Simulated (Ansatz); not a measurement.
# How far is PAW off for LaAg?

```
CELL_PARAMETERS angstrom
3.76000 0.01880 0.01880
0.01880 3.76000 0.01880
0.01880 0.01880 3.76000
ATOMIC_POSITIONS crystal
La 0.50000 0.50000 0.50000
Ag 0.00000 0.00000 0.00000
```

Atoms are numbered in the order listed.

Conventional cell: a = 5.291 Å, b = 5.291 Å, c = 6.578 Å, α = 90.00°, β = 90.00°, γ = 120.00°. Around La (atom 1) lie 8 Ag at 3.25 to 3.29 Å. Around Ag (atom 2) lie 8 La at 3.25 to 3.29 Å.

The cell comes from COD entry 9008798, which wasn't checked; take it as a given geometry. The listed cell was then made from it by scaling, straining or moving an atom.

No spin–orbit coupling, which matters for the heavy atoms here.

All numbers are computed: DFT, PBEsol, PAW with Ansatz's default frozen-core files, scalar-relativistic (Ansatz 0.2.0); DFT, PBEsol, all-electron PAW with datasets made for the crystal, scalar-relativistic (Ansatz 0.2.0); DFT, PBEsol, all-electron LAPW, scalar-relativistic (Ansatz 0.2.0).

For PAW: a Γ-centred 9×9×9 k mesh, Fermi–Dirac smearing of 0.08 eV, cutoff 420 eV, no spin polarisation; the PAW files were made with PBE, and the program remakes their frozen cores for this functional. The crystal-made all-electron datasets (AE datasets) take a cutoff of 260 eV at this cell. LAPW targets a basis error of 0.25 meV/atom. The Ansatz runs share mesh, smearing and spin set-up. Plane-wave (PAW) pressures include the program's estimate of the Pulay term.

Stress and pressure are positive in compression.

The change that made this cell: equal xy, yz and zx engineering shear strains of +1 %.

Spin–orbit coupling is left out, which moves gradients at and beside heavy atoms by some per cent and at worst by a factor of two.

In a metal, gradients converge slowly with the k mesh: the values move by tens of per cent from one mesh to another, at times in sign, so only the comparison on one mesh counts.

```tsv
quantity	PAW	AE datasets	LAPW
pressure (GPa)	-0.28	-0.27	-0.27
stress yz (GPa)	-0.23	-0.23	-0.23
stress xz (GPa)	-0.23	-0.23	-0.23
stress xy (GPa)	-0.23	-0.23	-0.23
field gradient Vzz at Ag2 (10²¹ V/m²)	-0.67	-0.68	–
```
